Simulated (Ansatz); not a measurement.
NbSi (CsCl type, space group No. 221) at seven volumes, DFT-PBE in the program Ansatz with PAW potentials, scaled uniformly. One row is withheld.

```json
[
 {"V (Å³/atom)": "14.298", "P (GPa)": "19.36"},
 {"V (Å³/atom)": "14.769", "P (GPa)": "11.93"},
 {"V (Å³/atom)": "15.241", "P (GPa)": "?"},
 {"V (Å³/atom)": "15.712", "P (GPa)": "-0.01"},
 {"V (Å³/atom)": "16.183", "P (GPa)": "-4.76"},
 {"V (Å³/atom)": "16.655", "P (GPa)": "-8.77"},
 {"V (Å³/atom)": "17.126", "P (GPa)": "-12.14"}
]
```

Problem. Fit the shown pressures and predict the withheld one.

Solution. P = (3/2)B₀(x^(7/2) − x^(5/2))[1 + (3/4)(B′ − 4)(x − 1)] with x = (V₀/V)^(2/3). Least squares on the six rows gives V₀ = 15.710 Å³/atom, B₀ = 169 GPa, B′ = 4.19. At V = 15.241, x = 1.0204 and P = 5.46 GPa. The run itself gave 5.55 GPa.

Space group Pm-3m (CsCl type). A made-up cell: these elements were put on the sites of a structure type; neither database checked (COD, Materials Project) lists it. Its standing as an ambient phase is unchecked. The PBE relaxation kept the symmetry of its start; whether a distortion lowers the energy is not shown. The run is not spin-polarised.

Potentials: the later of the program's two PAW sets.
